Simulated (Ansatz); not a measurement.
Here is the system:

TaN:
```xyz
2
Lattice="0.0000 2.1980 2.1980 2.1980 0.0000 2.1980 2.1980 2.1980 0.0000" Properties=species:S:1:pos:R:3 pbc="T T T"
Ta     2.1980     2.1980     2.1980
N      0.0000     0.0000     0.0000
```

This is the r²SCAN-relaxed structure.

Question: All from plane-wave PAW r²SCAN (Ansatz code), unless another level is named. Predict the electronic character.

Answer: metallic (no gap).

Question: What about the density of states at the Fermi level?

Answer: 0.38 states/eV per atom (mean over ±0.08 eV).

Question: What about the formation energy from the elements (no fitted shifts)?

Answer: -0.96 eV/atom.

Question: And the gap with spin–orbit coupling?

Answer: none (metallic).

Space group Fm-3m (rock salt). This is a known high-temperature phase of the composition, computed here at zero pressure and temperature. The r²SCAN relaxation kept the symmetry of its start; its stability against distortions is not shown here. No spin polarisation was allowed. The references are the lowest solids computed at this level, not always the standard phases (solids in place of the gases). Spin–orbit coupling is left out wherever it is not named.

Potentials: the earlier of the program's two PAW sets. The files were generated under PBE; for other functionals the program regenerates the frozen cores, and for LDA and PBEsol the local potential too.
